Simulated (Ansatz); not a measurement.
Ba2Cd, DFT, PBEsol, all-electron LAPW, scalar-relativistic (Ansatz 0.2.0), run on 1 thread of Arm Neoverse V2 on a shared host.

The cell is COD entry 1542138, as deposited and not checked against the literature; nothing was relaxed. The listed cell was then made from it by scaling, straining or moving an atom.

Command: `ansatz run input.yaml --threads 1 --pin off --max-ram 4096MiB --backend cpu --events-out ev --progress --plain --runs-dir out`

```yaml
crystal:
  lattice:
    - [-2.0923959282, 2.0923959282, 7.4448544262]
    - [2.0923959282, -2.0923959282, 7.4448544262]
    - [2.0923959282, 2.0923959282, -7.4448544262]
  atoms:
    - { symbol: Ba, position: [0.37, 0.37, 0.0] }
    - { symbol: Ba, position: [0.63, 0.63, 0.0] }
    - { symbol: Cd, position: [0.0, 0.0, 0.0] }
kpoints:
  mp_grid: { grid: [14, 14, 14] }
  band_path:
    path:
      - [0.0, 0.0, 0.0]
      - [0.0, 0.0, 0.5]
      - [0.25, 0.25, 0.25]
      - [0.0, 0.5, 0.0]
      - [0.0, 0.0, 0.0]
      - [0.5, 0.5, -0.5]
      - [0.2697476454, 0.7302523546, -0.2697476454]
      - [-0.2697476454, 0.2697476454, 0.2697476454]
      - [0.0, 0.0, 0.0]
    npoints: 5
scf:
  occupations: { method: fermi_dirac, width: 0.05 }
hamiltonian:
  xc: pbesol
  pseudopotentials: { kind: all_electron, lapw: { basis_error: 0.0005 } }
output:
  forces: true
  stress: true
  eigenvalues: true
```

Problem. How large is the problem that the program sets up?

Solution. 244 irreducible k-points, 487 plane waves at Γ, 46 bands.

Problem. About how long does it take, and how much memory does it use?

Solution. 2.7 min of wall time for 11 SCF iterations, with a peak of 1.3 GiB. Times on shared machines scatter by tens of per cent.
